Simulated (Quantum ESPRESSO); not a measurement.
# Moving one atom in Al3MgP3Se

The results below are calculated, not measured. They come from pw.x of Quantum ESPRESSO 7.5, a plane-wave density functional program, with PseudoDojo standard norm-conserving files (v0.5 for PBE, v0.4.1 for LDA and PBEsol). The cells are made up: elements, strain and atom displacements were drawn at random, and nothing was relaxed. There is no spin polarisation, spin-orbit coupling or dispersion term.

The cell has 8 sites of a zincblende or diamond lattice. Sites 1 to 4 hold Al Al Al Mg; sites 5 to 8 hold P P Se P. Cell vectors in Å: (5.493, -0.006, -0.002); (-0.006, 5.560, 0.003); (-0.002, 0.003, 5.578). Settings: PBE, cutoff 1170 eV, 4 x 4 x 4 k mesh shifted by half a step, Fermi-Dirac smearing of 0.025 eV.

Each run shifts the Al atom on site 1 along x and leaves all else fixed. Site 6 is one of its nearest neighbours. E is the free energy of the cell above the lowest run shown. The last column is band 26 less band 25 at Gamma, from a band step after each run.

```
run,shift (Å),Fx on site 1 (eV/Å),Fx on site 6 (eV/Å),P (GPa),E (meV),level step at Gamma (eV)
1,-0.1129,2.474,-1.154,4.47,256.3,1.209
2,-0.1009,2.336,-1.125,4.44,227.5,1.225
3,-0.0554,1.800,-1.010,4.34,133.4,1.281
4,-0.0399,1.615,-0.968,4.31,106.9,1.298
6,0.0319,0.743,-0.761,4.26,22.2,1.297
7,0.0981,-0.071,-0.552,4.30,0.0,1.232
5,0.0043,?,?,?,?,?
```

A rerun of one of these cells at 1467 eV and k mesh 6 x 6 x 6 moved values by no more than 0.005 eV in the cell's energy, 0.02 GPa in stress and 0.004 eV/Å in force.

## Worked fit

A parabola through the six runs shown gives Fx on site 1 = 1.134 - 12.10 u - 1.9 u² eV/Å, with u in Å and a scatter of 0.003 eV/Å. Minus the slope, 12.10 ± 0.07 eV/Å², is this atom's force constant along x at u = 0, with its periodic images moving too. The fitted force vanishes at u = 0.092 Å, where the energy should be lowest along this line. The error is the larger of the fit's own and the change that a cubic makes, rounded up.

## Withheld run

Question: what Fx on site 1 should run 5 give?

The fit gives 1.082 eV/Å. The calculation gave 1.080 eV/Å.

```
run,shift (Å),Fx on site 1 (eV/Å),Fx on site 6 (eV/Å),P (GPa),E (meV),level step at Gamma (eV)
5,0.0043,1.080,-0.843,4.27,47.3,1.318
```